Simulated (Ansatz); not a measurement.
**Notes on InICl**

```
In I Cl
1.0
     4.44975    0.00000    0.00000
     0.00000    4.44975    0.00000
     0.00000    0.00000    9.24100
In I Cl
2 2 2
Direct
  0.25000 0.25000 0.16392
  0.75000 0.75000 0.83608
  0.25000 0.25000 0.66297
  0.75000 0.75000 0.33703
  0.75000 0.25000 0.00000
  0.25000 0.75000 0.00000
```

Level: PBE, no spin polarisation; 420 eV; 8×8×4 Γ-centred mesh; fermi-dirac occupations (width 0.1 eV); Ansatz 0.2.0, fixed geometry.

(1) Describe some of the short contacts.

(2) Where is the largest force?

(3) How is the charge shared?

(4) What does the stress say?

(5) What happens at the Fermi level?

Origin: a known structure type with other elements, at an estimated volume, so it need not be a known compound. Caveats: many states at the Fermi level without spin polarisation, so a magnetic state may lie lower; atoms or cell far from equilibrium.

## Answers

(1) In–Cl at 2.69 Å: least valence density 0.28 e/Å³ and ELF 0.18 there. Cl–Cl at 3.15 Å: least valence density 0.12 e/Å³ and ELF 0.07 there. I–In at 3.53 Å: least valence density 0.11 e/Å³ and ELF 0.22 there. Both are smooth PAW fields, read partly inside the augmentation spheres.

(2) The largest is on In1 (and as large on other atoms): 1.96 eV/Å, components (0.00, 0.00, 1.96). It makes 124° with the line to a nearest neighbour, Cl5 at 2.69 Å.

(3) Bader charges in e: In +1.03, I -0.40, Cl -0.63. In the mean In gives up most and Cl takes most.

(4) The pressure is 3.4 GPa (compression positive), so with the atoms held at these fractions the cell would first expand; the forces are large, so a full relaxation may end otherwise. The principal stresses 3.0, 3.0, 4.2 GPa differ, so its shape would change too.

(5) It is a metal, with about 4.5 states/eV a cell as the mean within 0.25 eV of the Fermi level, mostly In s (42 %), I p (40 %) and Cl p (13 %).
